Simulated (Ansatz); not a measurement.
## A plane-wave run on LiTi₂O₄

The input, for Ansatz 0.2.0 (plane waves, PAW):

```yaml
crystal:
  lattice:
    - [0.0, 4.23508041, 4.23508041]
    - [4.23508041, 0.0, 4.23508041]
    - [4.23508041, 4.23508041, 0.0]
  atoms:
    - { symbol: Li, position: [0.0, 0.0, 0.0] }
    - { symbol: Li, position: [0.25, 0.25, 0.25] }
    - { symbol: Ti, position: [0.625, 0.625, 0.625] }
    - { symbol: Ti, position: [0.125, 0.625, 0.625] }
    - { symbol: Ti, position: [0.625, 0.625, 0.125] }
    - { symbol: Ti, position: [0.625, 0.125, 0.625] }
    - { symbol: O, position: [0.39, 0.39, 0.39] }
    - { symbol: O, position: [0.42, 0.86, 0.86] }
    - { symbol: O, position: [0.39, 0.39, 0.83] }
    - { symbol: O, position: [0.86, 0.42, 0.86] }
    - { symbol: O, position: [0.83, 0.39, 0.39] }
    - { symbol: O, position: [0.86, 0.86, 0.86] }
    - { symbol: O, position: [0.39, 0.83, 0.39] }
    - { symbol: O, position: [0.86, 0.86, 0.42] }
  symmetry: { tolerance: 0.0003 }
kpoints:
  mp_grid: { grid: [7, 7, 7], shift: [0, 0, 0] }
  band_path:
    path:
      - [0.0, 0.0, 0.0]
      - [0.5, 0.0, 0.5]
      - [0.625, 0.25, 0.625]
      - [0.375, 0.375, 0.75]
      - [0.0, 0.0, 0.0]
      - [0.5, 0.5, 0.5]
      - [0.5, 0.25, 0.75]
      - [0.5, 0.0, 0.5]
    npoints: 8
magnetization:
  spin_polarized: false
scf:
  occupations: { method: fermi_dirac }
  lower_state_search: "off"
  max_iter: 200
hamiltonian:
  pseudopotentials: { kind: paw }
  xc: r2scan
basis:
  ecutwfc: 500
  fft_grid_basis: typed
output:
  forces: true
  stress: true
  eigenvalues: true
  bader: true
  populations: true
  elf: true
  write_potential: true
  volumetric_format: npy
  dos:
    e_range: [-12, 8]
    de: 0.05
    projected: { site_lists: { Li: [Li], O: [O], Ti: [Ti] } }
checkpoint:
  read: saved_state
```

The saved state is an earlier solution for the same cell, perhaps on another mesh. 

Output (shortened):

```
Pseudopotentials: kind: paw
Pseudopotential: Li, paw, valence charge 3, recommended cutoff 500 eV (meta_gga), Li.paw.azcp
Pseudopotential: Ti, paw, valence charge 12, recommended cutoff 500 eV (meta_gga), Ti.paw.azcp
Pseudopotential: O, paw, valence charge 6, recommended cutoff 500 eV (meta_gga), O.paw.azcp
Functional definition: r2SCAN
  exchange = r2scan_x(k0 = k0, k1 = k1, a1 = a1)
  correlation = r2scan_c
Crystal: 14 atoms, lattice volume = 151.920 Å³
Basis set: ecut = 500 eV, 3839 PW (Γ), exchange–correlation on 180×180×180 points (64 copies of the dense FFT grid, shifted against one another)
Bands: 65, of which v1, the nominal top of the filled ones, is band 51 counted from 1 (50 counted from 0)
Symmetry: 48 space group operations
Space group: Fd-3m (ITA 227), of the structure as read, at distance tolerance 1.6e-3 Å
k-points: 20 of 343
Initial density: read from a saved state, or passed on in memory by an earlier SCF of this step, an earlier step, the calling program or the single point that the run made first
Functional: x = r2scan, c = r2scan; τ floored in thin density (d = 2e-4 eV/Å³)
SCF iter   1: F=-14999.0699 eV  Δρ=1.05e-3  dr2=5.06e-4  dr2_τ=2.17e-3
SCF iter   2: F=-14999.0702 eV  Δρ=1.59e-4  dr2=2.79e-5  dr2_τ=5.37e-6
SCF iter   3: F=-14999.0703 eV  Δρ=6.22e-5  dr2=1.28e-5  dr2_τ=3.89e-7
SCF iter   4: F=-14999.0703 eV  Δρ=1.45e-5  dr2=1.59e-7  dr2_τ=6.18e-8
SCF iter   5: F=-14999.0703 eV  Δρ=3.65e-6  dr2=8.38e-9  dr2_τ=3.03e-9
Free energy (F): -14999.0703 eV
Harris-Foulkes:  -14999.0703 eV  (|F-HF|=9.68e-10)
Internal energy: -14998.9070 eV  (E = F + TS)
E sigma→0 (E₀):  -14998.9886 eV
Entropy (-TS):   -0.1633 eV (-11.666 meV/atom)
Fermi energy:    10.1543 eV
--- Per-component energies (eV) ---
  E_band       = -1137.7071
  E_kinetic    = 2553.0628
  E_local      = -8072.2705  (includes V_loc(G=0)·N_el)
  E_nonlocal   = 326.9682
  E_hartree    = 3208.1048
  E_xc         = -988.4826
  E_vxc        = -1419.7132  (∫ρ·V_xc dr)
  E_paw        = -5543.5282  (= ΣΔE_a)
  E_vpaw       = -1035.8923  (= ΣTr[D̂ρ^β])
  E_aug_tail   = 0.0087  (compensation charges beyond the density's cutoff)
  E_vtau       = 93.9150  (kinetic-family band-sum trace: ∫τ·v_τ [+ j·A + Jᵃ·Aᵃ] dr)
  E_ewald      = -6481.5009
  E_core_change = -1.2694  (= ΣΔE_core)
  E_smearing   = -0.1633  (= −TS)
--- Forces (eV/Å), atoms counted from 1 ---
  atom   1  Li     0.0000     0.0000     0.0000
  atom   2  Li     0.0000     0.0000     0.0000
  atom   3  Ti     0.0000     0.0000     0.0000
  atom   4  Ti     0.0000     0.0000     0.0000
  atom   5  Ti     0.0000     0.0000     0.0000
  atom   6  Ti     0.0000     0.0000     0.0000
  atom   7  O     -0.2888    -0.2888    -0.2888
  atom   8  O      0.2888    -0.2888    -0.2888
  atom   9  O      0.2888     0.2888    -0.2888
  atom  10  O     -0.2888     0.2888    -0.2888
  atom  11  O     -0.2888     0.2888     0.2888
  atom  12  O      0.2888     0.2888     0.2888
  atom  13  O      0.2888    -0.2888     0.2888
  atom  14  O     -0.2888    -0.2888     0.2888
--- Stress (GPa, compression-positive) ---
       -1.7890       0.0000       0.0000
        0.0000      -1.7890       0.0000
        0.0000       0.0000      -1.7890
  P = ⅓ Tr σ = -1.7890 GPa (-17.890 kbar)
--- Löwdin populations: 14 sites ---
  site symbol       q [e]
     0     Li      2.2640
     1     Li      2.2640
     2     Ti     10.6965
     3     Ti     10.6965
     4     Ti     10.6965
     5     Ti     10.6965
     6      O      6.7838
     7      O      6.7838
     8      O      6.7838
     9      O      6.7838
    10      O      6.7838
    11      O      6.7838
    12      O      6.7838
    13      O      6.7838
  spilling = 0.0041 (of n_electrons = 102.0000)
--- Bader charges: 14 sites ---
  site symbol  charge [e]  shift [e]
     0     Li      0.9133     0.0005
     1     Li      0.9133     0.0005
     2     Ti      2.1794     0.0023
     3     Ti      2.1795     0.0023
     4     Ti      2.1795     0.0023
     5     Ti      2.1794     0.0023
     6      O     -1.3180     0.0013
     7      O     -1.3180     0.0013
     8      O     -1.3180     0.0013
     9      O     -1.3180     0.0013
    10      O     -1.3180     0.0013
    11      O     -1.3180     0.0013
    12      O     -1.3180     0.0013
    13      O     -1.3181     0.0013
```

Origin: a database entry at a rescaled volume. Caveats: many states at the Fermi level without spin polarisation, so a magnetic state may lie lower.
